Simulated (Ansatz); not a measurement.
NaCl:
```
CELL_PARAMETERS angstrom
      6.68595     0.00000     0.00000
     -3.34297     5.79020     0.00000
      0.00000     0.00000     7.01605
ATOMIC_POSITIONS crystal
  Na 0.00000 0.66677 0.50000
  Na 0.66677 0.00000 0.50000
  Na 0.33323 0.33323 0.50000
  Na 0.00000 0.33343 0.00000
  Na 0.33343 0.00000 0.00000
  Na 0.66657 0.66657 0.00000
  Cl 0.66667 0.33333 0.25003
  Cl 0.66667 0.33333 0.74997
  Cl 0.33333 0.66667 0.25003
  Cl 0.33333 0.66667 0.74997
  Cl 0.00000 0.00000 0.75006
  Cl 0.00000 0.00000 0.24994
```

Relaxed with r²SCAN. Special points in fractions of this cell's reciprocal vectors: Γ (0.000, 0.000, 0.000); M (0.500, 0.000, 0.000); K (0.333, 0.333, 0.000); A (0.000, 0.000, 0.500); L (0.500, 0.000, 0.500); H (0.333, 0.333, 0.500).

List the band energies nearest the valence-band maximum at these points for r²SCAN (plane waves, PAW; program Ansatz).

In eV from the valence-band maximum; about four levels below and three above (degenerate sets whole), none deeper than 8.9 eV; points with the same levels are listed once.

| k | below | above |
|---|---|---|
| Γ | -0.16 -0.16 0.00 0.00 | 5.24 7.89 7.89 7.89 7.89 |
| M | -0.49 -0.49 -0.09 -0.09 -0.02 | 6.68 7.09 7.09 |
| K | -0.44 -0.44 -0.44 -0.07 -0.07 -0.07 | 6.97 6.97 6.97 |
| A | -0.29 -0.29 -0.29 -0.29 | 6.53 6.53 8.33 8.33 8.33 8.33 |
| L | -0.64 -0.64 -0.64 -0.64 | 7.73 7.73 7.73 7.73 |
| H | -0.57 -0.57 -0.57 -0.57 -0.57 -0.57 | 7.72 7.72 7.72 7.72 7.72 7.72 |

Space group P6_3/mmc (NiAs type). The workflow started from a Materials Project entry (that database holds measured and hypothetical structures alike); the Crystallography Open Database copy checked does not list it. It is not the phase usual at ambient conditions (space group No. 225). Symmetry was held in the r²SCAN relaxation; its stability against distortions is not shown here. Point labels and valley counts follow the cell and symmetry of the run, lower than the named group.

Potentials: the earlier of the program's two PAW sets.
